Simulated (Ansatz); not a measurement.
TaC (NiAs type, space group No. 194) at seven volumes, DFT-PBE in the program Ansatz with PAW potentials, shape and atoms relaxed at each. One row is withheld.

| V (Å³/atom) | P (GPa) |
|---|---|
| 10.740 | 33.59 |
| 11.094 | ? |
| 11.448 | 9.47 |
| 11.802 | -0.01 |
| 12.156 | -8.12 |
| 12.510 | -15.07 |
| 12.864 | -21.01 |

**Question.** Fit the shown pressures and predict the withheld one.

**Answer.** P = (3/2)B₀(x^(7/2) − x^(5/2))[1 + (3/4)(B′ − 4)(x − 1)] with x = (V₀/V)^(2/3). Least squares on the six rows gives V₀ = 11.802 Å³/atom, B₀ = 292 GPa, B′ = 4.21. At V = 11.094, x = 1.0421 and P = 20.58 GPa. The run itself gave 20.58 GPa.

Space group P6_3/mmc (NiAs type). The cell is a constructed one: a structure type filled with these elements; neither database checked (COD, Materials Project) lists it. It is not the phase usual at ambient conditions (space group No. 225). Symmetry was held in the PBE relaxation; its stability against distortions is not shown here. The run is not spin-polarised. Scalar-relativistic: spin–orbit coupling is off unless named, which matters more the heavier the elements.

Potentials: the later of the program's two PAW sets.
